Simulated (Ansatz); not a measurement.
This run works on a generated trial structure, not on a known crystal.

Input and command of a plane-wave DFT calculation in Ansatz:

```yaml
crystal:
  lattice:
    - [0.0, 5.051, 5.051]
    - [5.051, 0.0, 5.051]
    - [5.051, 5.051, 0.0]
  atoms:
    - { symbol: Sr, position: [0.25, 0.25, 0.25] }
    - { symbol: Sr, position: [0.75, 0.75, 0.75] }
    - { symbol: Ga, position: [0.5, 0.5, 0.5] }
    - { symbol: Ru, position: [0.0, 0.0, 0.0], spin: 1.0 }
    - { symbol: C, position: [0.81231439, 0.18768561, 0.18768561] }
    - { symbol: C, position: [0.18768561, 0.81231439, 0.18768561] }
    - { symbol: C, position: [0.18768561, 0.18768561, 0.81231439] }
    - { symbol: C, position: [0.18768561, 0.81231439, 0.81231439] }
    - { symbol: C, position: [0.81231439, 0.18768561, 0.81231439] }
    - { symbol: C, position: [0.81231439, 0.81231439, 0.18768561] }
    - { symbol: "N", position: [0.69649574, 0.30350426, 0.30350426] }
    - { symbol: "N", position: [0.30350426, 0.69649574, 0.30350426] }
    - { symbol: "N", position: [0.30350426, 0.30350426, 0.69649574] }
    - { symbol: "N", position: [0.30350426, 0.69649574, 0.69649574] }
    - { symbol: "N", position: [0.69649574, 0.30350426, 0.69649574] }
    - { symbol: "N", position: [0.69649574, 0.69649574, 0.30350426] }
basis:
  ecutwfc: 420
kpoints:
  mp_grid: { grid: [4, 4, 4] }
hamiltonian:
  xc: pbe
scf:
  occupations: { method: gaussian, width: 0.1 }
  lower_state_search: "off"
output:
  forces: true
  stress: true
  eigenvalues: true
  populations: true
magnetization:
  spin_polarized: true
relax:
  adjacent_minimum: "off"
  f_tol: 0.04
  max_steps: 70
  cell: { stress_tol: 0.4 }
```

```bash
ansatz run input.yaml --threads 1 --pin off --max-ram 2560MiB --backend cpu --events-out ev --progress --plain --runs-dir out
```

Processor: Intel(R) Xeon(R) Platinum 8488C (Sapphire Rapids), 1 thread, on a host shared with other jobs.

**Question.** Estimate time, memory and problem size.

**Answer.** About 2.8 min, peak memory 0.82 GiB. It solves 68 bands at 8 k points (after reduction by symmetry) with about 5673 plane waves (on the last cell), in 83 SCF iterations over 7 ionic steps.
